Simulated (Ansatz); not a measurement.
**Sensitivity of the gradients in HfO2 with yttrium replacing Hf to the input**

This input was run with Ansatz:

```yaml
crystal:
  lattice:
    - [0.0, 5.115, 5.115]
    - [5.115, 0.0, 5.115]
    - [5.115, 5.115, 0.0]
  atoms:
    - { symbol: "Y", position: [0.0, 0.0, 0.0], spin: 1.0 }
    - { symbol: Hf, position: [0.0, 0.0, 0.5] }
    - { symbol: Hf, position: [0.0, 0.5, 0.0] }
    - { symbol: Hf, position: [0.0, 0.5, 0.5] }
    - { symbol: Hf, position: [0.5, 0.0, 0.0] }
    - { symbol: Hf, position: [0.5, 0.0, 0.5] }
    - { symbol: Hf, position: [0.5, 0.5, 0.0] }
    - { symbol: Hf, position: [0.5, 0.5, 0.5] }
    - { symbol: O, position: [0.125, 0.125, 0.125] }
    - { symbol: O, position: [0.125, 0.125, 0.625] }
    - { symbol: O, position: [0.125, 0.625, 0.125] }
    - { symbol: O, position: [0.125, 0.625, 0.625] }
    - { symbol: O, position: [0.625, 0.125, 0.125] }
    - { symbol: O, position: [0.625, 0.125, 0.625] }
    - { symbol: O, position: [0.625, 0.625, 0.125] }
    - { symbol: O, position: [0.625, 0.625, 0.625] }
    - { symbol: O, position: [0.375, 0.375, 0.375] }
    - { symbol: O, position: [0.375, 0.375, 0.875] }
    - { symbol: O, position: [0.375, 0.875, 0.375] }
    - { symbol: O, position: [0.375, 0.875, 0.875] }
    - { symbol: O, position: [0.875, 0.375, 0.375] }
    - { symbol: O, position: [0.875, 0.375, 0.875] }
    - { symbol: O, position: [0.875, 0.875, 0.375] }
    - { symbol: O, position: [0.875, 0.875, 0.875] }
magnetization:
  spin_polarized: true
kpoints:
  mp_grid: { grid: [3, 3, 3] }
scf:
  occupations: { method: fermi_dirac, width: 0.01 }
  n_extra_bands: 16
hamiltonian:
  xc: pbe
  pseudopotentials: { kind: paw }
output:
  forces: true
  stress: true
  populations: true
  efg:
    quadrupole_moments_barn: { Hf: 3.365, O: -0.02558 }
    contact_densities: true
basis:
  ecutwfc: "300 eV"
```

It converged. Of its output the block on the nuclei alone is shown, without the SCF iterations, energies, forces and stress (one atom of each set):

```
--- PAW observables at the nuclei: V_zz in 10²¹ V/m², potentials from the cell's mean, atoms counted from 1 ---
  atom   1  Y  V_zz =    +0.000000   η = 0.0000   by run symmetry: forbidden
            electrostatic potential = -5723.331125 V   contact ρ = 443893.630089 e/Å³   contact ρ_s (e/Å³): all electrons -0.000002, valence -0.000002
  atom   2  Hf V_zz =    +2.738894   η = 0.5209   by run symmetry: allowed   C_q = +222.8511 MHz
            electrostatic potential = -14178.647078 V   contact ρ = 7528558.610545 e/Å³   contact ρ_s (e/Å³): all electrons +0.000014, valence +0.000013
  atom   8  Hf V_zz =    +0.000000   η = 0.0000   by run symmetry: forbidden   C_q = +0.0000 MHz
            electrostatic potential = -14178.492966 V   contact ρ = 7528561.336354 e/Å³   contact ρ_s (e/Å³): all electrons +0.000007, valence +0.000006
  atom   9  O  V_zz =    -1.978933   η = 0.0000   by run symmetry: allowed   C_q = +1.2240 MHz
            electrostatic potential = -630.102150 V   contact ρ = 2157.075779 e/Å³   contact ρ_s (e/Å³): all electrons -0.000005, valence -0.000010
  atom  12  O  V_zz =    -0.069092   η = 0.0000   by run symmetry: allowed   C_q = +0.0427 MHz
            electrostatic potential = -629.689892 V   contact ρ = 2156.873169 e/Å³   contact ρ_s (e/Å³): all electrons -0.000005, valence -0.000008
```

**Question.** Can these gradients be trusted, and how do they compare with a run on standard settings?

**Answer.** Not as converged values. Against the standard input the change is `scf.n_extra_bands`: not typed → 16; `basis.ecutwfc`: not typed → 300 eV. A site carries the number of its first atom; V_zz in 10²¹ V/m².

```csv
site,atom,V_zz standard,η standard,V_zz here,η here
Y,1,0.00,–,0.00,–
Hf2,2,2.79,0.52,2.74,0.52
O9,9,-2.10,0.00,-1.98,0.00
O12,12,-0.084,0.00,-0.069,0.00
```

The largest change of V_zz is on O9, from -2.10 to -1.98. In per cent, |V_zz| changes by -2 on Hf, -6 on O (all sites that start above 2). Other sites without a gradient aren't listed. SCF iterations: 14 and 14. New warnings: cutoff below recommended, moment headroom below auto. In the changed run the cutoff of 300 eV lies below the one recommended for these PAW files, so its values aren't converged ones.

On the reference run: The defect repeats with the cell of 24 atoms, so it feels its images: sites between two images don't show the values beside a lone defect, and zeros or small values of η there can come from the images' arrangement. This high-symmetry form of HfO2 is unstable when cold, to shifts of the oxygen columns, towards the tetragonal form. The symmetry of the cell holds that distortion back, wholly or in part, and it would change the field gradients, the more the larger the distortion. The defect cell has no gap above 0.1 eV on its mesh, so the values can hang on the smearing and the k-mesh. Without spin–orbit coupling the gradients at and beside Hf can be off by some per cent, at some sites by more. The start moments die out, and the run ends without spin. The neighbours have not yet relaxed around the defect (largest force 1.9 eV/Å), so a real crystal will differ.
